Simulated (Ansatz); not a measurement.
Sr2MoO4 in space group I4/mmm (No. 139; Sr on 4e, Mo on 2a, O on 4c, O on 4e), the program Ansatz at the r²SCAN level (PAW), all energies at zero smearing, with the estimated change up to a 700 eV cutoff added, with one set of potentials and settings (totals compare only within such a set). Cell of 7 atoms (2 Sr, 1 Mo, 4 O): -14360.818 eV.

| element | reference phase | E (eV/atom) |
|---|---|---|
| Sr | P6_3/mmc, 2 atoms in the cell | -3555.1144 |
| Mo | Im-3m, 1 atoms in the cell | -4967.5975 |
| O | C2/m, 4 atoms in the cell, spin-polarised | -566.0281 |

Formation energy per atom, worked out: (-14360.818 − 2×(-3555.1144) − 1×(-4967.5975) − 4×(-566.0281))/7 = -2.697 eV/atom (-260 kJ per mol of atoms), at 0 K, without zero-point energy or fitted corrections.

The workflow started from a Materials Project entry (that database holds measured and hypothetical structures alike); the Crystallography Open Database copy checked does not list it. Whether it is the stable phase at ambient conditions was not checked. The r²SCAN relaxation kept the symmetry of its start; whether a distortion lowers the energy is not shown. No spin polarisation was allowed. No Hubbard U is applied. The references are the lowest solids computed at this level, not always the standard phases (solids in place of the gases).

Potentials: the later of the program's two PAW sets.
